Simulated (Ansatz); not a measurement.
A crystal relaxed with r2SCAN in the PAW code Ansatz has space group R-3m:H (No. 166) and a = 3.752 Å, c = 18.349 Å.

```tsv
atom	site	x	y	z
Cl	3a	0.0000	0.0000	0.0000
Br	3b	0.6667	0.3333	0.8333
Xx	6c	0.3333	0.6667	0.9210
```

The r2SCAN gap is direct at Γ: 5.91 eV. HSE06 gives a direct gap of 6.32 eV at Γ. Meshes: r2SCAN 8×8×8, HSE06 6×6×6. r2SCAN's ε∞ is 3.0 along all three axes, to this precision.

Task: Which element is Xx?
A. Na
B. K
C. Li
D. Rb

Result: C. Xx is Li: Li2BrCl as one 4-atom ordering (R-3m) on the rocksalt lattice. Cl is surrounded by 6 Li at 2.61 Å; Br is surrounded by 6 Li at 2.70 Å; Li is surrounded by 3 Cl at 2.61 Å and 3 Br at 2.70 Å.

Spin-unpolarised throughout. Whether this structure exists isn't addressed.

Spin-orbit coupling is left out.
